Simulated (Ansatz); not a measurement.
Structure relaxation, HfO2

The start is a generated cell, HfO2 built in the AFLOW prototype A2B_oP12_62_2c_c (C25, as in HgCl2). Cell shape, volume and atoms are optimised at zero target pressure with r2SCAN (plane waves to 500 eV, PAW, scalar-relativistic; Ansatz, an electronic-structure program). The first steps use a coarse 2×4×6 k-mesh.

The start:
```yaml
crystal:
  lattice:
    - [9.50732, 0.00000, 0.00000]
    - [0.00000, 4.45168, 0.00000]
    - [0.00000, 0.00000, 3.22883]
  atoms:
    - { symbol: Hf, position: [0.37400, 0.75000, 0.94700] }
    - { symbol: Hf, position: [0.87400, 0.75000, 0.55300] }
    - { symbol: Hf, position: [0.62600, 0.25000, 0.05300] }
    - { symbol: Hf, position: [0.12600, 0.25000, 0.44700] }
    - { symbol: O, position: [0.23300, 0.75000, 0.62500] }
    - { symbol: O, position: [0.73300, 0.75000, 0.87500] }
    - { symbol: O, position: [0.76700, 0.25000, 0.37500] }
    - { symbol: O, position: [0.26700, 0.25000, 0.12500] }
    - { symbol: O, position: [0.00800, 0.75000, 0.22200] }
    - { symbol: O, position: [0.50800, 0.75000, 0.27800] }
    - { symbol: O, position: [0.99200, 0.25000, 0.77800] }
    - { symbol: O, position: [0.49200, 0.25000, 0.72200] }
```

```yaml
outcome: The space group stays Pnma (No. 62) (the run could not lower it), with 12 atoms in the primitive cell
volume_change: -2.2 %, from 11.39 to 11.14 Å³/atom
Shortest distances (start → end): "The closest pairs of elements (up to four, under 3.6 Å), start → end: Hf–O 1.66 → 2.07 Å; O–O 2.50 → 2.56 Å; Hf–Hf 3.23 → 3.42 Å"
optimiser_moves: 12
```

Final values are on a 3×8×7 k-mesh of the relaxed cell. The start holds a very short contact (Hf–O 1.66 Å). No spin polarisation in the result.

The run could not lose the symmetry of its start.

The first start was generated by placing the elements on the sites of a structure type. Materials Project lists a structure of HfO2 in the same space group, Pnma (No. 62); the sites were not compared with it, nor with measured phases. Known forms of HfO2 include space group No. 14, 29, 137, 225.
